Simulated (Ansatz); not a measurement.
Cs₂KInCl₆:
```yaml
crystal:
  lattice:
    - [0.00000, 5.44488, 5.44488]
    - [5.44488, 0.00000, 5.44488]
    - [5.44488, 5.44488, 0.00000]
  atoms:
    - { symbol: K, position: [0.50000, 0.50000, 0.50000] }
    - { symbol: Cs, position: [0.75000, 0.75000, 0.75000] }
    - { symbol: Cs, position: [0.25000, 0.25000, 0.25000] }
    - { symbol: In, position: [0.00000, 0.00000, 0.00000] }
    - { symbol: Cl, position: [0.76950, 0.23050, 0.23050] }
    - { symbol: Cl, position: [0.23050, 0.76950, 0.76950] }
    - { symbol: Cl, position: [0.23050, 0.76950, 0.23050] }
    - { symbol: Cl, position: [0.76950, 0.23050, 0.76950] }
    - { symbol: Cl, position: [0.23050, 0.23050, 0.76950] }
    - { symbol: Cl, position: [0.76950, 0.76950, 0.23050] }
```

Cartesian axes are those of the cell as given.

Give the high-frequency dielectric tensor and the Born effective charge tensors of the independent atoms from DFPT, DFT-PBEsol in the program Ansatz with PAW potentials.


ε∞:
```
2.78  0.00  0.00
0.00  2.78  0.00
0.00  0.00  2.78
```
Z* of atom 1 (K), rows: field, columns: displacement, in e:
```
1.28  0.00  0.00
0.00  1.28  0.00
0.00  0.00  1.28
```
Z* of atom 2 (Cs), rows: field, columns: displacement, in e:
```
1.33  0.00  0.00
0.00  1.33  0.00
0.00  0.00  1.33
```
Z* of atom 4 (In), rows: field, columns: displacement, in e:
```
3.01  0.00  0.00
0.00  3.01  0.00
0.00  0.00  3.01
```
Z* of atom 5 (Cl), rows: field, columns: displacement, in e:
```
-1.72   0.00   0.00
 0.00  -0.88   0.00
 0.00   0.00  -0.88
```

Static charges for comparison (Bader): K1 +0.82, Cs2 +0.88, In4 +1.61, Cl5 -0.70 e. Born charges measure polarisation by displacement and can exceed these by far.

Space group Fm-3m. The workflow started from a Materials Project entry (that database holds measured and hypothetical structures alike); the Crystallography Open Database copy checked does not list it. Its standing as an ambient phase is unchecked. The PBEsol relaxation kept the symmetry of its start; its stability against distortions is not shown here. Scalar-relativistic: spin–orbit coupling is off unless named, which matters more the heavier the elements.

Potentials: the later of the program's two PAW sets.
